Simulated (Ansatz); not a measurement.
## An elastic constant from a strain scan in BaTiO3

Computed with Ansatz, DFT r2SCAN, scalar-relativistic, plane waves, PAW. Settings: plane waves to 500 eV, k-mesh 8×8×8 (Γ-centred), Gaussian smearing 0.05 eV. No spin polarisation. Energies are free energies at this smearing, counted from the undisturbed cell; pressure is positive in compression.

The undisturbed cell (relaxed at this level; it needn't be the usual structure):

```xyz
5
Lattice="3.9940 0.0000 0.0000 0.0000 3.9940 0.0000 0.0000 0.0000 3.9940" Properties=species:S:1:pos:R:3 pbc="T T T"
Ba    1.9970    1.9970    1.9970
Ti    0.0000    0.0000    0.0000
O     1.9970    0.0000    0.0000
O     0.0000    1.9970    0.0000
O     0.0000    0.0000    1.9970
```

The cell is strained by ε times the Voigt pattern (0, 0, 0, 1, 0, 0) (xx, yy, zz, yz, xz, xy; engineering shear) with fractional coordinates fixed. The cell holds 5 atoms in V0 = 63.71 Å³. The stress column is τ = (1/V0) dE/dε, got from the stress tensor σ (compression positive) at each point as −det(1 + εP) σ : P(1 + εP)⁻¹, with P the pattern as a tensor.

```csv
ε,ΔE (meV/atom),τ (GPa)
-0.0350,6.476,-4.662
-0.0300,4.755,-3.993
-0.0250,3.300,-3.325
-0.0200,2.111,-2.659
-0.0150,1.186,-1.993
-0.0100,0.525,-1.328
-0.0050,0.129,-0.664
0.0000,0.000,0.000
0.0050,0.129,0.664
0.0100,0.525,1.328
0.0150,1.186,1.993
0.0200,2.111,2.659
0.0250,3.300,3.325
0.0300,4.755,3.993
0.0350,6.476,4.662
0.0400,?,?
```

Task: Which combination of elastic constants does this scan measure, and how large is it?

Result: For small ε, τ = τ0 + Kε with K = pᵀCp, which for this pattern is C44 in the cubic axes. The parabola through τ at ε = -0.0050, 0 and 0.0050 has slope K = 133 GPa at zero. The energies per cell, E = NΔE, of the same two points give K = 2[E(ε₊)/ε₊ − E(ε₋)/ε₋]/[(ε₊ − ε₋)V0] = 130 GPa, in agreement.

Task: Predict the withheld row at ε = 0.0400 from the harmonic law, and compare.

Result: ΔE = V0(τ0 ε + Kε²/2)/N = 8.451 meV/atom and τ = 5.31 GPa. The calculation gives 8.463 meV/atom and 5.33 GPa, a miss of 0.1 % of the harmonic energy, so the harmonic law still holds here.

Symmetry holds off the tilts and polar distortions that many cubic perovskites undergo.

Cost: 9 runs of about 4.2 core-minutes in all, on AMD EPYC (Zen 3) (shared hosts).